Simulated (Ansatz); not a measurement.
MgAlNO:
```
MgAlNO
1.0
    3.17984     0.00000     0.00000
   -1.58992     2.75382     0.00000
    0.00000     0.00000     5.08314
Al Mg O N
1 1 1 1
Direct
  0.33333   0.66667   0.50271
  0.66667   0.33333   0.00659
  0.33333   0.66667   0.14130
  0.66667   0.33333   0.59938
```

x, y and z are the axes in which the lattice vectors are written.

**Question.** Give the proper piezoelectric stress tensor with relaxed ions from PBEsol in the plane-wave PAW code Ansatz.

**Answer.** In C/m², rows x, y, z, Voigt columns; mesh uncertainty up to 0.00.
```
 0.00   0.00   0.00   0.00   0.57   0.10
 0.10  -0.10   0.00   0.57   0.00   0.00
 0.68   0.68  -1.52   0.00   0.00   0.00
```

The elastic tensor of the same run (GPa):

```
 278   113  97.9  -0.2   0.0   0.0
 113   278  97.9   0.2   0.0   0.0
97.9  97.9   235   0.0   0.0   0.0
-0.2   0.2   0.0  63.3   0.0   0.0
 0.0   0.0   0.0   0.0  63.3  -0.2
 0.0   0.0   0.0   0.0  -0.2  82.5
```

**Question.** Convert to strain constants d = e·S.

**Answer.** In pC/N:
```
  0.0    0.0    0.0    0.0    9.0    1.2
  0.6   -0.6    0.0    9.0    0.0    0.0
  4.2    4.2  -10.0    0.0    0.0    0.0
```

Space group P3m1. The start of the workflow was typed in or built on a structure type; neither database checked (COD, Materials Project) lists it. Whether it is the stable phase at ambient conditions was not checked. Symmetry was held in the PBEsol relaxation; its stability against distortions is not shown here. The volume moved by -22 % from the start of the relaxation. Signs of piezoelectric constants follow the polarity of the cell as given.

Potentials: the earlier of the program's two PAW sets. The files were generated under PBE; for other functionals the program regenerates the frozen cores, and for LDA and PBEsol the local potential too.
